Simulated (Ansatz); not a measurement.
## 5 guesses for RbLa2Cl2 and where they end

Level of theory: Ansatz 0.2.0, DFT PBE, scalar-relativistic, plane waves, PAW. All cells share a 420 eV cutoff and Γ-centred k meshes spaced at most about 0.3 Å⁻¹ (about 0.25 or finer for metals, 2π included). No spin polarisation in the final relaxations.

Each guess was relaxed in cell and atoms at zero pressure, within the symmetry of its start. These are static total energies at zero pressure. Coordination counts Cl atoms around La and Rb (those within 1.25 times the shortest such distance or 1.15 times the sum of covalent radii; the shortest distance is added where it is long for a bond).

```
guess      made from  start group  V start (Å³/atom)  end group  V end (Å³/atom)  coordination at the end  gap on mesh (eV)  E over the lowest end (meV/atom)
    1    random cell       P6/mmm               36.0     P6/mmm             49.0   Rb 12 from 5.0 Å, La 2                 0                               334
    2    random cell       I4/mmm               38.4     I4/mmm             40.3               Rb 4, La 4                 0                               508
    3   Rb2NiO2 type       I4/mmm               32.5     I4/mmm             36.6               Rb 2, La 5                 0                                 0
    4   TlCu2S2 type       I4/mmm               29.6     I4/mmm             34.9    Rb 8 from 3.8 Å, La 4                 0                                93
    5  EuMg2Sb2 type        P-3m1               38.4          ?                ?                        ?                 ?                                 ?
```

Guess 5 as it starts:

Space group P-3m1 (No. 164). a = 5.125 Å, b = 5.125 Å, c = 8.431 Å, α = 90.00°, β = 90.00°, γ = 120.00°
| atom | site | symmetry | x | y | z |
| --- | --- | --- | --- | --- | --- |
| Rb | 1a | -3m. | 0.0000 | 0.0000 | 0.0000 |
| La | 2d | 3m. | 0.3333 | 0.6667 | 0.6308 |
| Cl | 2d | 3m. | 0.6667 | 0.3333 | 0.7471 |

Task: Fill in the missing row: what does this guess relax into, and where does it rank?

Result: It ends in space group P-3m1 (No. 164), with a = 4.888 Å, c = 10.454 Å, 43.3 Å³/atom and no gap. It lies 169 meV/atom over the lowest end, above guess 4 and below guess 1. Counting Cl atoms around La and Rb, this end has Rb 6 from 4.5 Å, La 4 and the lowest (guess 3) has Rb 2, La 5.

```
Rb La Cl
1.0
     4.88811    0.00000    0.00000
    -2.44406    4.23323    0.00000
     0.00000    0.00000   10.45443
Rb La Cl
1 2 2
Cartesian
  0.0000 0.0000 0.0000
  0.0000 2.8222 6.4752
  2.4441 1.4111 3.9792
  2.4441 1.4111 6.8895
  0.0000 2.8222 3.5649
```

The zero of energy is the elements' standard structures at the same level (Cl₂ as a molecule); no fitted shifts are applied.

Task: Is the lowest end bound against the elements?

Result: Yes: its formation energy is −1.16 eV/atom. A negative formation energy is needed for stability but isn't enough: competing phases decide.

In I4/mmm at 36.6 Å³/atom, I4/mmm at 34.9 Å³/atom, P-3m1, P6/mmm, I4/mmm at 40.3 Å³/atom an odd number of electrons in the primitive cell allows no gap without spin; a larger cell or a magnetic state could open one. A magnetic state wasn't ruled out in cells without spin, among them I4/mmm at 36.6 Å³/atom, I4/mmm at 34.9 Å³/atom, P-3m1, P6/mmm, I4/mmm at 40.3 Å³/atom. Cells relaxed within their symmetry can be saddle points. A lower structure may well exist outside this small set. Some structure types and database cells were kept out of the candidates from the start, so a known form may be missing.
